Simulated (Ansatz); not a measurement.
Te2Mo:
```cif
data_Mo2Te4
_chemical_formula_sum 'Mo2 Te4'
_space_group_name_H-M_alt 'P 1'
_space_group_IT_number 1
_cell_length_a 3.54639
_cell_length_b 3.54639
_cell_length_c 14.25638
_cell_angle_alpha 90.000
_cell_angle_beta 90.000
_cell_angle_gamma 120.000
loop_
_space_group_symop_operation_xyz
  'x, y, z'
loop_
_atom_site_label
_atom_site_type_symbol
_atom_site_fract_x
_atom_site_fract_y
_atom_site_fract_z
_atom_site_occupancy
Mo1 Mo 0.33333 0.66667 0.25000 1
Mo2 Mo 0.66667 0.33333 0.75000 1
Te1 Te 0.33333 0.66667 0.62430 1
Te2 Te 0.66667 0.33333 0.12430 1
Te3 Te 0.66667 0.33333 0.37570 1
Te4 Te 0.33333 0.66667 0.87570 1
```

This is the r²SCAN+D4-relaxed structure.

Problem. All from r²SCAN+D4 in the plane-wave PAW code Ansatz, unless another level is named. Estimate the gap with spin–orbit coupling.

Solution. 0.90 eV.

Problem. Next, the electron effective mass?

Solution. 0.39, 0.52, 0.83 mₑ (principal values).

Problem. And the HSE06 gap on the r²SCAN+D4 cell?

Solution. 1.22 eV.

Space group P6_3/mmc. The r²SCAN+D4 relaxation kept the symmetry of its start; of distortions, only those at the zone centre were tested. The run is not spin-polarised. Scalar-relativistic: spin–orbit coupling is off unless named, which matters more the heavier the elements.

Potentials: the later of the program's two PAW sets.
